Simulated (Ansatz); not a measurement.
# Ge: two-dimensional strain map

These are results of DFT LDA, scalar-relativistic, plane waves, PAW (Ansatz 0.2.0), not measurements. The runs took a 420 eV cutoff, a Γ-centred 14×14×14 mesh and Gaussian smearing (0.15 eV). No spin polarisation. Energies are free energies at this smearing, counted from the undisturbed cell; pressure is positive in compression.

Zero of the scan (as given, not relaxed at this level; it stands at -1.3 GPa):

```
CELL_PARAMETERS angstrom
0.00000 2.82877 2.82877
2.82877 0.00000 2.82877
2.82877 2.82877 0.00000
ATOMIC_POSITIONS crystal
Ge 0.50000 0.50000 0.50000
Ge 0.75000 0.75000 0.75000
```

The cell is strained by p along both x and y and by q along z, fractional coordinates fixed. Points are written (p, q).

Energy above the undisturbed cell in meV/atom (a dash: not computed):

```csv
p \ q,-0.080,0.000,0.080
-0.080,?,147.5,124.5
0.000,40.4,0.0,61.0
0.080,105.0,?,–
```

Problem. Fill in the withheld energies.

Solution. (-0.080, -0.080): 328.5; (0.080, 0.000): 142.2.